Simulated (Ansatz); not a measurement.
Computed with DFT PBE, scalar-relativistic, plane waves, PAW in Ansatz. Settings: cutoff 420 eV, Γ-centred meshes spaced at most about 0.3 Å⁻¹, and about 0.25 Å⁻¹ or finer for metals (2π included), Gaussian smearing. No spin polarisation in the final relaxations.

These are static total energies at zero pressure. All come from trial cells, and lower structures may exist.

Question: Which of these relaxed structures of MgSnO₄ is the lowest in energy?
A. Space group Cmmm (No. 65), orthorhombic, a = 6.768 Å, b = 6.837 Å, c = 3.215 Å. Mg has 6 O at 2.06–2.09 Å; around Sn lie 6 O at 2.04–2.10 Å; around O on a site of symmetry m2m lie 1 Mg at 2.06 Å and 2 Sn at 2.10 Å; O on a site of symmetry 2mm has 1 Sn at 2.04 Å and 2 Mg at 2.09 Å.
B. Space group P6/mmm (No. 191), hexagonal, a = 3.802 Å, c = 10.300 Å. Mg has 6 O at 2.20 Å; Sn has 6 O at 2.20 Å; around O on its first site lie 3 Sn at 2.20 Å and 3 O at 2.20 Å; O on its second site is surrounded by 3 Mg at 2.20 Å and 3 O at 2.20 Å.
C. Space group P4/mmm (No. 123), tetragonal, a = 3.984 Å, c = 4.253 Å. Around Mg lie 8 O at 2.26 Å and 4 Sn at 2.82 Å; Sn has 8 O at 2.26 Å and 4 Mg at 2.82 Å; O has 2 O at 2.11–2.14 Å, 2 Mg at 2.26 Å and 2 Sn at 2.26 Å.

Answer: A. It has Mg and Sn ordered on rutile sites, space group Cmmm (No. 65); the next, C, with space group P4/mmm (No. 123), lies 0.40 eV/atom higher. Counting O atoms around Mg and Sn (those within 1.25 times the shortest such distance or 1.15 times the sum of covalent radii), the lowest has Mg 6, Sn 6 and the next has Mg 8, Sn 8.

No dispersion correction is applied, so the spacing and binding between layers, chains or molecules are poorly described (P6/mmm), and this can change margins and order among such cells. A magnetic state wasn't ruled out in cells without spin, among them Cmmm. Cells relaxed within their symmetry can be saddle points. Some candidate types were left out of the draw beforehand, so a known form may be missing.
